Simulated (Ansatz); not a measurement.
**AlCu₃: phonons across the zone**

The calculation used Ansatz, DFT LDA, scalar-relativistic, plane waves, PAW. Plane waves to 420 eV; Γ-centred k mesh 12×12×12; Fermi-Dirac smearing of 0.15 eV. No spin polarisation. Phonons by linear response, acoustic sum rule imposed.

Equilibrium structure at this level:
```xyz
4
Lattice="0.0000 2.8500 2.8500 2.8500 0.0000 2.8500 2.8500 2.8500 0.0000" Properties=species:S:1:pos:R:3 pbc="T T T"
Al    0.0000    0.0000    0.0000
Cu    2.8500    2.8500    2.8500
Cu    1.4250    1.4250    1.4250
Cu    4.2750    4.2750    4.2750
```

In a metal, frequencies and elastic constants depend on the k mesh and the smearing, soft modes and shear constants most.

Force constants from linear response on a 4×4×4 q mesh.

(1) Is the structure dynamically stable on this mesh?

(2) Give the frequencies (cm⁻¹; i marks imaginary ones) at the irreducible q points, in fractions of the reciprocal vectors.

Results:

(1) No: at q = (0.000, -0.500, -0.500) a mode is imaginary, 36i cm⁻¹.

(2)
```csv
q,star,frequencies
0.000 0.000 0.000,1,0 0 0 166 166 166 200 200 200 306 306 306
0.000 0.000 0.250,8,54 54 105 138 138 150 212 214 214 308 308 309
0.000 0.000 -0.500,4,87 87 103 103 135 151 215 223 223 310 310 314
0.000 0.250 0.250,6,84 84 111 111 120 165 198 221 221 305 312 312
0.000 0.250 -0.500,24,30 87 98 145 158 167 197 212 218 309 316 318
0.000 0.250 -0.250,12,19i 92 94 143 162 170 199 206 214 313 314 314
0.000 -0.500 -0.500,3,36i 36i 170 170 180 181 182 198 198 304 322 322
0.250 -0.500 -0.250,6,88 91 91 101 173 175 197 197 231 316 316 319
```

Whether AlCu3 exists in this form wasn't checked.

Cost: 1 run of about 67 core-minutes, on Intel Xeon 6975P-C (Granite Rapids) (shared hosts).